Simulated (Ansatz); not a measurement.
Values for one crystal, relaxed and computed with r²SCAN in the plane-wave PAW code Ansatz; other levels are named.

```yaml
volume_per_atom: 13.79 Å³
electronic_character: metallic (no gap)
Formation energy from the elements (no fitted shifts): -67 meV/atom
Density of states at the Fermi level: 1.4 states/eV per atom (mean over ±0.08 eV)
```

Q: Which compound is it?
A. V3Mo, Fm-3m (V on 8c, V on 4b, Mo on 4a)
B. ZrRh3, Cu3Au type
C. ScAl, CsCl type
D. LuCd, CsCl type

A: A, V3Mo, Fm-3m (V on 8c, V on 4b, Mo on 4a)

The workflow started from a Materials Project entry (that database holds measured and hypothetical structures alike); the Crystallography Open Database copy checked does not list it. With V and Mo taken as one species the cell has the higher symmetry Im-3m, so it may be an ordered model of a mixed-site phase. Whether it is the stable phase at ambient conditions was not checked. The cell was relaxed with r²SCAN under the symmetry of its start; whether a distortion lowers the energy is not shown. The run is not spin-polarised. The references are the lowest solids computed at this level, not always the standard phases. Spin–orbit coupling is left out wherever it is not named.

Potentials: the later of the program's two PAW sets.
